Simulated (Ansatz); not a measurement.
SiC:
```xyz
6
Lattice="3.0849 0.0000 0.0000 -1.5425 2.6716 0.0000 0.0000 0.0000 7.0617" Properties=species:S:1:pos:R:3 pbc="T T T"
Si     1.5425     0.0000     3.5308
Si    -0.7712     1.3358     1.1769
Si     0.7712     1.3358     5.8847
C      1.5425     0.0000     0.0000
C     -0.7712     1.3358     4.7078
C      0.7712     1.3358     2.3539
```

Tensor components refer to the Cartesian frame of this cell.

Problem. Give the proper piezoelectric stress tensor with relaxed ions from plane-wave PAW PBE (Ansatz code).

Solution. In C/m², rows x, y, z, Voigt columns; mesh uncertainty up to 0.00.
```
 0.00   0.00   0.00   0.48   0.00   0.00
 0.00   0.00   0.00   0.00  -0.48   0.00
 0.00   0.00   0.00   0.00   0.00   0.00
```

The elastic tensor of the same run (GPa):

```
 440  84.7  94.8   0.0   0.0   0.0
84.7   440  94.8   0.0   0.0   0.0
94.8  94.8   589   0.0   0.0   0.0
 0.0   0.0   0.0   199   0.0   0.0
 0.0   0.0   0.0   0.0   199   0.0
 0.0   0.0   0.0   0.0   0.0   177
```

Problem. Convert to strain constants d = e·S.

Solution. In pC/N:
```
 0.0   0.0   0.0   2.4   0.0   0.0
 0.0   0.0   0.0   0.0  -2.4   0.0
 0.0   0.0   0.0   0.0   0.0   0.0
```

Space group P6_222. A made-up cell: these elements were put on the sites of a structure type; neither database checked (COD, Materials Project) lists it. It is not the phase usual at ambient conditions (space group No. 186, 216). The cell was relaxed with PBE under the symmetry of its start; phonons on a q-mesh show no instability.

Potentials: the later of the program's two PAW sets.
